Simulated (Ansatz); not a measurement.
Computed with Ansatz (plane waves, PAW, 420 eV cutoff): PBEsol, scalar-relativistic, no spin polarisation, 8×8×8 k-mesh, Gaussian smearing of 0.05 eV. The datasets are Ansatz's generated set soft_2.

A compound XSb has these computed properties.

```json
{
  "Space group": "Pm-3m (No. 221)",
  "Conventional cell": "a = 3.676 Å, b = 3.676 Å, c = 3.676 Å, α = 90.00°, β = 90.00°, γ = 90.00°",
  "Volume": "24.83 Å³/atom",
  "Band gap": "zero (metallic)",
  "Density of states at the Fermi level": "0.42 states/(eV·atom)",
  "f electrons (orthogonalised atomic orbitals)": "X 13.99",
  "Formation energy from the elements (0 K, uncorrected)": "-0.69 eV/atom",
  "Bulk modulus (Birch–Murnaghan)": "70 GPa"
}
```

Sites: X on 1a, Sb on 1b.

Problem. Which element is X?
A. Tm
B. Lu
C. Yb
D. Hf

Solution. B. X is Lu, so the compound is LuSb.

This is a trial structure: such lanthanide and actinide compounds mostly take the rock-salt structure.

Scalar-relativistic only: spin–orbit splittings of the heavy atoms' levels are missing. A displaced or strained copy of the relaxed cell lay 1.1 meV/atom lower, so the structure isn't a true minimum at this level, unless the mesh, which matters in a metal, makes it so.
